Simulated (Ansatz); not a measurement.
# Kick test of a cell of Cd2S

The cell was found from a proposed guess, not taken from experiment.

Method: DFT PBE, scalar-relativistic, plane waves, PAW in Ansatz 0.2.0. Plane waves to 420 eV, a k mesh through Γ of 12×12×8 on the computed 3-atom cell and Gaussian smearing (0.10 eV); no spin polarisation.

The cell below (3 atoms, space group P-3m1 (No. 164)) is relaxed within its symmetry.

```xyz
3
Lattice="3.8009 0.0000 0.0000 -1.9005 3.2917 0.0000 0.0000 0.0000 5.4119" Properties=species:S:1:pos:R:3 pbc="T T T"
Cd    1.9005    1.0972    3.7817
Cd    0.0000    2.1945    1.6302
S     0.0000    0.0000    0.0000
```

For the test a repeat of it with 6 atoms (edges 3.80, 5.41, 6.58 Å) was strained at random (σ = 1.5 % a component), the atoms were moved at random (σ = 0.15 Å), and all was relaxed again on a coarse 6×4×4 mesh (in the run’s order of axes) with 0.20 eV smearing, with no symmetry imposed.

Problem. What happens?

Solution. It returns, within 1 meV/atom of the unmoved cell on that mesh and with the same symmetry when read at 0.1 Å (P1 at 0.01 Å, so small strains and shifts remain). So it is stable against the distortions that fit this cell and that this random move excites. Modes that don't fit the cell aren't tested.
